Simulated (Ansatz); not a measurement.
Cs2O2 in space group Immm (No. 71; Cs on 4i, O on 4g), plane-wave PAW r²SCAN (Ansatz code). The conduction-band minimum lies on the Γ–Y0 line, 24 % of the way from Γ, with 2 equivalent valleys. Second derivatives d²E/dk² of the lowest band at one valley (eV·Å²), along Cartesian directions:

```csv
direction,d²E/dk²
[100],13.38
[010],11.06
[001],14.70
[110],12.22
[101],14.04
[011],12.88
```

Find the principal effective masses, the density-of-states mass and the conductivity mass.

Off-diagonal terms follow from H_xy = H[110] − (H_xx + H_yy)/2, and m*/mₑ = 7.620 eV·Å² over each eigenvalue: 0.52, 0.57, 0.69. One valley's DOS mass (m₁m₂m₃)^(1/3) = 0.59, conductivity mass 3/(Σ 1/mᵢ) = 0.58 mₑ.

What effective density of states Nc follows at 300 K for parabolic valleys?

Nc = 2.509e19 × 2 × (0.59)^(3/2) ≈ 2.3e19 cm⁻³.

The first step of the workflow began from a Materials Project structure, measured or hypothetical; the Crystallography Open Database copy checked does not list it. Whether it is the stable phase at ambient conditions was not checked. The r²SCAN relaxation kept the symmetry of its start; whether a distortion lowers the energy is not shown. Spin–orbit coupling is left out wherever it is not named.

Potentials: the later of the program's two PAW sets.

Edges and masses are those of Kohn–Sham bands, whose gap is no quasiparticle gap.
